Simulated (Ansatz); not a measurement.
An Ansatz (a program for electronic structure) input:

Ansatz 0.2 input:
```yaml
crystal:
  lattice:
    - [1.7804915923, 1.0279673001, 6.093392159]
    - [-1.7804915923, 1.0279673001, 6.093392159]
    - [0.0, -2.0559346003, 6.093392159]
  atoms:
    - { symbol: Y, position: [0.7398171758, 0.7398171758, 0.7398171758] }
    - { symbol: Y, position: [0.2601828242, 0.2601828242, 0.2601828242] }
    - { symbol: C, position: [0.0, 0.0, 0.0] }
kpoints:
  mp_grid: { grid: [10, 10, 10] }
  band_path:
    path:
      - [[0.0, 0.0, 0.0], [0.5, 0.5, 0.5], [0.8143597621, 0.1856402379, 0.5]]  # Γ-T-H_2
      - [[0.5, -0.1856402379, 0.1856402379], [0.5, 0.0, 0.0], [0.0, 0.0, 0.0], [0.3428201189, -0.3428201189, 0.0]]  # H_0-L-Γ-S_0
      - [[0.6571798811, 0.0, 0.3428201189], [0.5, 0.0, 0.5], [0.0, 0.0, 0.0]]  # S_2-F-Γ
    npoints: 10
basis: { xc_grid: 2 }
hamiltonian:
  xc: pbesol
  pseudopotentials: { kind: paw }
magnetization: { noncollinear: true, spin_orbit: true }
scf:
  n_extra_bands: 12
  convergence: { dr2_threshold: 0.0000000001 }
  occupations: { method: gaussian, width: 0.05 }
output: { eigenvalues: true }
```

Task: How many symmetry operations and irreducible k-points will the run report?

Result: 12 operations, 116 of 1000 k-points.

Task: With a cutoff of 420 eV, how many plane waves at Γ?

Result: 1293.

It took roughly 60 core-seconds on shared server cores.

Space group R-3m. The workflow started from a Materials Project entry (that database holds measured and hypothetical structures alike); the Crystallography Open Database files this formula in space group No. 166, but the cells were not matched. Whether it is the stable phase at ambient conditions was not checked. Symmetry was held in the PBEsol relaxation; its stability against distortions is not shown here. The run is not spin-polarised.

Potentials: the later of the program's two PAW sets.

Ansatz is a plane-wave DFT program.
